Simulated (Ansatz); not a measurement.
**Relaxing a structure of MgF₂**

The start is a relaxed MgF2 cell shaken by Gaussian noise of σ = 0.08 Å a coordinate. The structure is fully relaxed (lattice and positions, P = 0) with PBEsol (plane waves to 420 eV, PAW, scalar-relativistic; Ansatz, a program for electronic structure). First-step values are on the input's coarse k-mesh.

Ansatz input (later rounds restart from its end on a renewed k-mesh):
Ansatz 0.2 input:
```yaml
crystal:
  lattice:
    - [6.4421785591, 0, 0]
    - [-3.2210892796, 5.5790902879, 0]
    - [0, 0, 3.0554420797]
  atoms:
    - { symbol: F, position: [0.3279378731, -0.0018504354, -0.0361432176] }
    - { symbol: F, position: [0.0080532392, 0.3385018656, -0.0115049733] }
    - { symbol: F, position: [0.6710125307, 0.6822839792, -0.0101590788] }
    - { symbol: F, position: [0.6576599293, -0.0258892618, 0.0004812982] }
    - { symbol: F, position: [0.0237814317, 0.6883448761, 0.0482233738] }
    - { symbol: F, position: [0.3364104222, 0.3493165641, -0.0140265265] }
    - { symbol: Mg, position: [-0.00659797, 0.0029321381, 0.4737383499] }
    - { symbol: Mg, position: [0.3358177903, 0.6573094208, -0.036490197] }
    - { symbol: Mg, position: [0.6719197126, 0.3236670353, -0.028195648] }
basis: { ecutwfc: 420, ecutrho_ratio: 4, xc_grid: 2, fft_grid_basis: typed }
kpoints: { mp_grid: { grid: [4, 4, 8] } }
hamiltonian:
  xc: pbesol
  dispersion: none
  pseudopotentials: { kind: paw }
scf: { occupations: { method: fermi_dirac, width: 0.05 } }
relax: { f_tol: 0.01, max_steps: 100, cell: { stress_tol: 0.02 } }
output: { forces: true, stress: true }
```

```yaml
largest_initial_force: 3.61 eV/Å, on F4 (atoms numbered as listed)
volume_change: -11.5 %, from 12.20 to 10.80 Å³/atom
relative_to_the_parent: "It does not go back: it reaches P-31m (No. 162), AFLOW prototype AB2_hP9_162_ad_k (as in V2N), 1.141 eV/atom below the parent"
optimiser_moves: 23
```

Final structure:

```cif
data_F6Mg3
_chemical_formula_sum 'F6 Mg3'
_space_group_name_H-M_alt 'P-31m'
_space_group_IT_number 162
_space_group_name_Hall '-P 3 2'
_cell_length_a 5.05416
_cell_length_b 5.05416
_cell_length_c 4.39285
_cell_angle_alpha 90.000
_cell_angle_beta 90.000
_cell_angle_gamma 120.000
loop_
_atom_site_label
_atom_site_type_symbol
_atom_site_symmetry_multiplicity
_atom_site_Wyckoff_symbol
_atom_site_fract_x
_atom_site_fract_y
_atom_site_fract_z
_atom_site_occupancy
F1 F 6 k 0.33283 0.33283 0.24025 1
Mg1 Mg 1 b 0.00000 0.00000 0.50000 1
Mg2 Mg 2 c 0.33333 0.66667 0.00000 1
```

Final values are on a 8×8×8 k-mesh of the relaxed cell. No spin polarisation in the result.

The relaxed structure here is a generated cell of MgF2: the first start was made by a random draw of sites in a space group, and the end was not matched to a known phase here, so it may be hypothetical. Known forms of MgF2 include space group No. 136.
